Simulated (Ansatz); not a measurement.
YCo$_{2}$Si$_{2}$:
```
CELL_PARAMETERS angstrom
     -1.92479     1.92479     4.86879
      1.92479    -1.92479     4.86879
      1.92479     1.92479    -4.86879
ATOMIC_POSITIONS crystal
  Y  0.00000 0.00000 0.00000
  Co 0.75000 0.25000 0.50000
  Co 0.25000 0.75000 0.50000
  Si 0.62951 0.62951 0.00000
  Si 0.37049 0.37049 0.00000
```

Relaxed with r²SCAN. Special points in fractions of this cell's reciprocal vectors: Γ (0.000, 0.000, 0.000); X (0.000, 0.000, 0.500); P (0.250, 0.250, 0.250); N (0.000, 0.500, 0.000); M (0.500, 0.500, -0.500); S (0.289, 0.711, -0.289); S0 (-0.289, 0.289, 0.289); R (-0.078, 0.078, 0.500); G (0.500, 0.500, -0.078).

List the band energies nearest the Fermi level at these points for DFT-r²SCAN in the program Ansatz with PAW potentials.

In eV from the Fermi level; about four levels below and three above (degenerate sets whole), none deeper than 8.9 eV; points with the same levels are listed once.

| k | below | above |
|---|---|---|
| Γ | -0.89 -0.89 -0.52 -0.04 | 2.47 2.47 3.48 |
| X | -1.47 -1.44 -1.22 -1.20 | 0.33 0.42 3.28 |
| P | -1.45 -1.45 -1.21 -1.21 | 0.38 0.38 2.81 |
| N | -1.89 -1.89 -1.41 -1.17 | 0.14 1.61 1.74 |
| M | -1.08 -0.44 -0.44 -0.04 | 0.08 1.05 3.27 |
| S | -1.97 -1.78 -1.72 -1.69 | 0.14 0.20 0.26 |
| R | -1.64 -1.26 -1.23 -0.84 | 0.33 0.57 3.20 |

Space group I4/mmm. The workflow started from a Materials Project entry (that database holds measured and hypothetical structures alike); the Crystallography Open Database copy checked does not list it. Whether it is the stable phase at ambient conditions was not checked. The r²SCAN relaxation kept the symmetry of its start; whether a distortion lowers the energy is not shown. The run is not spin-polarised. Spin–orbit coupling is left out wherever it is not named.

Potentials: the earlier of the program's two PAW sets.
